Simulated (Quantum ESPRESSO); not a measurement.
## Band energies of NH$_{4}$Br

```
CELL_PARAMETERS angstrom
      5.71487     0.00000     0.00000
      0.00000     5.71487     0.00000
      0.00000     0.00000     4.10673
ATOMIC_POSITIONS crystal
  H  0.00000 0.85220 0.85475
  H  0.64780 0.50000 0.85475
  H  0.00000 0.14780 0.85475
  H  0.35220 0.50000 0.85475
  H  0.50000 0.64780 0.14525
  H  0.14780 0.00000 0.14525
  H  0.50000 0.35220 0.14525
  H  0.85220 0.00000 0.14525
  N  0.00000 0.00000 0.00000
  N  0.50000 0.50000 0.00000
  Br 0.00000 0.50000 0.54167
  Br 0.50000 0.00000 0.45833
```

norm-conserving PBEsol (Quantum ESPRESSO, 84 Ry, no spin-orbit coupling); path ΓXMΓZRAZ,XR,MA; energies in eV from the valence-band maximum.

```csv
k (1/Å),point,band 12,band 13,band 14,band 15,band 16,band 17,band 18,band 19
0.00,Γ,-0.92,-0.05,-0.05,-0.03,0.00,4.23,5.62,6.75
0.27,,-0.82,-0.49,-0.21,-0.05,-0.03,4.95,6.06,6.97
0.55,X,-1.02,-0.55,-0.55,-0.06,-0.06,6.03,6.03,7.74
0.82,,-1.44,-0.29,-0.29,-0.08,-0.08,6.46,6.46,7.97
1.10,M,-1.73,-0.13,-0.13,-0.12,-0.12,7.00,7.00,8.13
1.29,,-1.53,-0.29,-0.12,-0.10,-0.09,6.40,7.06,7.61
1.68,,-0.83,-0.37,-0.06,-0.04,-0.01,4.62,5.90,6.84
1.88,Γ,-0.92,-0.05,-0.05,-0.03,0.00,4.23,5.62,6.75
2.07,,-0.97,-0.36,-0.19,-0.06,-0.06,4.58,5.84,7.16
2.45,,-1.22,-1.22,-1.08,-0.11,-0.11,6.31,7.25,8.01
2.64,Z,-1.27,-1.27,-1.24,-0.12,-0.12,6.91,7.73,7.99
3.01,,-1.12,-1.02,-0.80,-0.46,-0.28,6.85,7.07,7.35
3.19,R,-1.18,-0.75,-0.75,-0.50,-0.50,6.71,6.71,7.69
3.37,,-1.11,-0.83,-0.83,-0.35,-0.35,6.44,6.44,7.44
3.74,A,-0.93,-0.86,-0.86,-0.05,-0.05,5.89,5.89,6.59
4.05,,-1.05,-0.99,-0.69,-0.47,-0.07,6.37,6.40,6.81
4.36,,-1.24,-1.20,-1.14,-0.22,-0.11,6.96,7.61,7.75
4.52,Z,-1.27,-1.27,-1.24,-0.12,-0.12,6.91,7.73,7.99
4.52,X,-1.02,-0.55,-0.55,-0.06,-0.06,6.03,6.03,7.74
4.67,,-0.98,-0.57,-0.57,-0.18,-0.18,6.20,6.20,7.89
4.98,,-0.92,-0.68,-0.68,-0.61,-0.61,6.84,6.84,7.91
5.28,R,-1.18,-0.75,-0.75,-0.50,-0.50,6.71,6.71,7.69
5.28,M,-1.73,-0.13,-0.13,-0.12,-0.12,7.00,7.00,8.13
5.44,,-1.66,-0.21,-0.21,-0.12,-0.12,7.03,7.03,7.85
5.74,,-1.23,-0.64,-0.64,-0.06,-0.06,6.51,6.51,6.81
6.05,A,-0.93,-0.86,-0.86,-0.05,-0.05,5.89,5.89,6.59
```

The PBEsol gap is direct, 4.23 eV at Γ.

Spin-orbit splittings are left out.

Geometry of the Materials Project entry, not relaxed at this level.

The distance between layers or molecules is the database entry's, not relaxed here. Functionals without dispersion can leave it too large, which widens gaps and weakens the response across layers: the numbers belong to this cell.
